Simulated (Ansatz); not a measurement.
**E(q) of Cr (Im-3m)**

```
Cr
1.0
     2.96890    0.00000    0.00000
     0.00000    2.96890    0.00000
     0.00000    0.00000    2.96890
Cr
2
Direct
  0.00000 0.00000 0.00000
  0.50000 0.50000 0.50000
```

The geometry is a structure from the Materials Project, held fixed and not relaxed.

Settings: LDA, 12×12×12 k mesh, Fermi–Dirac smearing of 0.05 eV. PAW means Ansatz 0.2.0 on its default frozen-core files. Site moments are integrated in spheres about the atoms. Start moments (μB): Cr1 -1.2, Cr2 1.2.

Flat spirals without spin–orbit coupling: moments start in the xy plane and turn about z by q·R from cell to cell, and their directions inside a cell are free. q runs from Γ to N = (0.500, 0.500, 0.000) in reciprocal cell vectors. Energies count from each method's run at q = 0. Each q is a vector of the k mesh, and the mesh is shifted by q/2 where needed, so that both spin components are sampled on the same points as at q = 0.

Task: Where along the line is the energy lowest?

Result: q = 0 is the lowest point of the line, so the state at q = 0 is stable against these spirals.
```tsv
fraction of Γ–N	|q| (1/Å)	ΔF PAW (meV/cell)	largest moment, PAW (μB)
0.000	0.000	0.0	1.23
0.167	0.249	+33.3	1.00
0.333	0.499	+46.2	0.00
0.500	0.748	+46.2	0.00
0.667	0.998	+46.2	0.00
0.833	1.247	+46.2	0.00
1.000	1.496	+46.2	0.00
```

The PAW files were made with PBE; the program remakes their cores once for the run's functional and then keeps them frozen. This cell lies far from its zero-pressure volume, so the numbers describe the cell as given rather than the relaxed compound. The Ansatz runs typed with the search for lower states off end where their start leads. None of this fixes the real material's magnetic order: only patterns that fit the cell were computed, without spin fluctuations and on one mesh and smearing, with a functional that can overstate moments.
